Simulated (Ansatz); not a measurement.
The elements of this relaxed trial crystal are hidden behind letters.

```
lattice vectors (Å)
   3.4588    0.0000    0.0000
   0.0000    3.4588    0.0000
   0.0000    0.0000    9.3507
fractional positions
X 0.5000 0.0000 0.6608
X 0.0000 0.5000 0.8883
X 0.5000 0.0000 0.1117
X 0.0000 0.5000 0.3392
Z 0.5000 0.5000 0.5000
Q 0.0000 0.0000 0.7761
Q 0.5000 0.5000 0.0000
Q 0.0000 0.0000 0.2239
```

These are results of DFT PBE, scalar-relativistic, plane waves, PAW (Ansatz), not measurements. The final run on the 8-atom cell used 420 eV, a Γ-centred 10×10×4 mesh, 0.01 eV smearing and no spin polarisation.

```
Space group                                : P-4m2 (No. 115)
Conventional cell                          : a = 3.459 Å, c = 9.351 Å
Volume per atom                            : 13.98 Å³
Density                                    : 5.07 g/cm³
Formation energy                           : −1.202 eV/atom
Gap on the 10×10×4 mesh of the 8-atom cell : 0.13 eV
```

Energies are uncorrected and count from the elements' standard states at the same level.

Task: X is a d-block element of period 4, Z is a p-block element of period 3 and Q is a p-block element of period 2. Which elements are they?

Result: X = Zn, Z = S, Q = O, so the formula is Zn4SO3. Density times volume gives a mean mass of 5.07 × 13.98/1.6605 = 42.7 u per atom, and this set has 42.7 u. Zn on its first site is surrounded by 2 O at 2.04 Å and 2 S at 2.29 Å; S is surrounded by 4 Zn at 2.29 Å; O on a site of symmetry 2mm has 4 Zn at 2.02–2.04 Å; 2 more sites not described. Other sets within the hints have nearly the same mass, so mass alone doesn't settle it; this one was computed.

Kohn–Sham gaps at this level usually fall short of measured ones. Symmetry constrained the relaxation, so the result can be a saddle point.
